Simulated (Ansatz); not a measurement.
Starting cell, Y (hcp, Mg type):

```xyz
4
Lattice="7.3113 0.0000 0.0000 -1.8278 3.1659 0.0000 0.0000 0.0000 5.6787" Properties=species:S:1:pos:R:3 pbc="T T T"
Y      0.0000     2.1106     4.2590
Y      3.6556     2.1106     4.2590
Y      1.8278     1.0553     1.4197
Y      5.4835     1.0553     1.4197
```

The atoms are displaced by Q × the pattern below (from a DFPT mode at M = (0.5, 0.0, 0.0), largest move 1; Q in Å), at fixed cell. (q is in reciprocal vectors of the primitive cell; the cell shown is doubled to hold the pattern.)

```csv
atom,x,y,z
Y1,0.000,0.000,-1.000
Y2,0.000,0.000,1.000
Y3,0.000,0.000,-1.000
Y4,0.000,0.000,1.000
```

All values below come from PBE (plane waves to 420 eV, PAW, scalar-relativistic; Ansatz, a program for electronic structure). k mesh 15×15×8 (Γ-centred), Fermi-Dirac smearing 0.05 eV. With partly filled bands, energies and forces of such displacements shift with the k mesh and the smearing. Y is run without spin polarisation. Y was relaxed with its symmetry unable to fall.

At one point of the scan the forces (eV/Å) are:

```tsv
atom	Fx	Fy	Fz
Y1	0.022	0.012	0.170
Y2	0.022	0.012	-0.170
Y3	-0.022	-0.012	0.170
Y4	-0.022	-0.012	-0.170
```

Question: Which point is it?
A) Q = 0.100 Å
B) Q = 0.017 Å
C) Q = 0.067 Å

Answer: C, Q = 0.067 Å

(For displaced atoms, the force is minus the slope of the energy, and its curvature is a force constant, which sets phonon frequencies.)
